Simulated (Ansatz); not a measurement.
V:
```
V
1.0
   -1.48788     1.48788     1.48788
    1.48788    -1.48788     1.48788
    1.48788     1.48788    -1.48788
V
1
Direct
  0.00000   0.00000   0.00000
```

Relaxed with r²SCAN+D4. Special points in fractions of this cell's reciprocal vectors: Γ (0.000, 0.000, 0.000); H (0.500, -0.500, 0.500); N (0.000, 0.000, 0.500); P (0.250, 0.250, 0.250).

Task: List the band energies nearest the Fermi level at these points for DFT-r²SCAN+D4 in the program Ansatz with PAW potentials.

Result: In eV from the Fermi level; about four levels below and three above (degenerate sets whole), none deeper than 8.9 eV; … stands for higher levels left out; points with the same levels are listed once.

```csv
k,below,above
Γ,-7.10,0.49 0.49 0.49
H,-3.21 -3.21,…
N,-3.41 -1.19,1.60 2.71 …
P,-1.23 -1.23 -1.23,…
```

Space group Im-3m (bcc (W type)). The r²SCAN+D4 relaxation kept the symmetry of its start. The workflow began spin-polarised and lost its moments. The pairwise dispersion correction was not fitted to metals.

Potentials: the later of the program's two PAW sets.
